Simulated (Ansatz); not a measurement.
WO$_{3}$ in space group Cmcm (No. 63; W on 4c, O on 4b, O on 8g) at seven volumes, the program Ansatz at the LDA level (PAW), shape and atoms relaxed at each. One row is withheld.

```tsv
V (Å³/atom)	P (GPa)
12.359	23.07
12.767	14.18
13.174	6.42
13.582	0.01
13.989	-4.95
14.397	-8.49
14.804	?
```

Fit the shown pressures and predict the withheld one.

P = (3/2)B₀(x^(7/2) − x^(5/2))[1 + (3/4)(B′ − 4)(x − 1)] with x = (V₀/V)^(2/3). Least squares on the six rows gives V₀ = 13.598 Å³/atom, B₀ = 182 GPa, B′ = 6.15. At V = 14.804, x = 0.9449 and P = -11.89 GPa. The run itself gave -10.77 GPa.

The first step of the workflow began from a Materials Project structure, measured or hypothetical; the Crystallography Open Database copy checked does not list it. COD files the formula under space group No. 2, 14, 62, 129, 130, 191, so this cell is another polymorph or a model. Its standing as an ambient phase is unchecked. The LDA relaxation kept the symmetry of its start; phonons on a q-mesh show weakly imaginary modes. No spin polarisation was allowed. No Hubbard U is applied. Scalar-relativistic: spin–orbit coupling is off unless named, which matters more the heavier the elements.

Potentials: the later of the program's two PAW sets.
